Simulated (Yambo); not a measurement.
PbSe (rock salt, space group Fm-3m, No. 225), G0W0@LDA in Yambo (4×4×4 mesh, plasmon pole; 10 Ry block, no terminator). The number N of bands in W and G is varied.

```
N    x = 1/N  gap L → L (eV)  shift of the valence edge (eV)
---  -------  --------------  ------------------------------
49   0.02041           0.670                          -0.226
74   0.01351           0.756                          -0.453
104  0.00962           0.804                          -0.584
136  0.00735               ?                               ?
```

Problem. Basis-set arguments suggest E = E∞ + A x. Fix A and E∞ from the two rows above the withheld one, predict the row at 136 bands, and test the form.

Solution. Gap: A = (0.804 − (0.756))/(0.00962 − 0.01351) = -12.3, E∞ = 0.923 eV, so 0.832 eV is predicted; the run gave 0.829 eV (miss 3 meV). The first two rows have slope -12.5, within 15 % of that. Shift: A = (-0.584 − (-0.453))/(0.00962 − 0.01351) = 33.7, E∞ = -0.908 eV, so -0.660 eV is predicted; the run gave -0.659 eV (miss 1 meV). The first two rows have slope 32.9, within 15 % of that. The other settings are held fixed.

The standard potentials for Pb, Se keep a d shell in the valence without the s and p states of that shell. In tests on such compounds this moved G0W0 gaps by up to about 0.9 eV, so absolute quasiparticle energies here are unreliable; differences between settings are what counts.

Spin-orbit coupling is not included.

Geometry of the Materials Project entry, not relaxed at this level; primitive cell a = b = c = 4.371 Å, α = β = γ = 60.00°.

A shift is the quasiparticle energy of the state minus its LDA energy.
